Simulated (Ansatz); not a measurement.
# Ca$_{5}$Mg under strains and displacements

All numbers below come from DFT PBEsol, scalar-relativistic, plane waves, PAW (Ansatz).

Plane waves to 420 eV, a k mesh through Γ of 9×9×2 on the computed 6-atom cell and Gaussian smearing (0.10 eV); no spin polarisation.

Reference cell:

```
Ca Mg
1.0
     3.88462    0.00000    0.00000
    -1.94231    3.36418    0.00000
     0.00000    0.00000   18.42541
Ca Mg
5 1
Direct
  0.66667 0.33333 0.85337
  0.00000 0.00000 0.67605
  0.66667 0.33333 0.50000
  0.00000 0.00000 0.32395
  0.66667 0.33333 0.14663
  0.00000 0.00000 0.00000
```

Each variant moves atoms of this cell by the vectors given, if any (Å), and then applies a symmetric strain (tensor components, Cartesian axes). The reference cell isn't relaxed at this level. Energies are per atom at zero smearing, counted from the lowest variant. Pressure is positive in compression.

1. no strain; moves: Mg6 (-0.278, 0.168, 0.187)
2. strain (xx yy zz yz xz xy, %) 3.49 3.49 4.99 0.00 0.00 0.00; moves: Ca1 (0.000, 0.000, -0.059); Ca2 (0.000, 0.000, -0.039); Ca3 (0.000, 0.000, 0.072); Ca4 (0.000, 0.000, -0.057); Ca5 (0.000, 0.000, -0.007); Mg6 (0.000, 0.000, 0.090)
3. no strain; moves: Ca4 (0.000, 0.150, 0.000)
4. no strain; moves: Ca5 (-0.225, -0.003, -0.009)

| result | ΔE (meV/atom) | P (GPa) | largest force (eV/Å) |
| --- | --- | --- | --- |
| A | 61.0 | -2.48 | 0.16 |
| B | 14.5 | -0.88 | 0.56 |
| C | 0.0 | -1.00 | 0.04 |
| D | 1.9 | -0.99 | 0.13 |

(1) Which variant gave which result?

Results:

(1) A is 2, B is 1, C is 3, D is 4.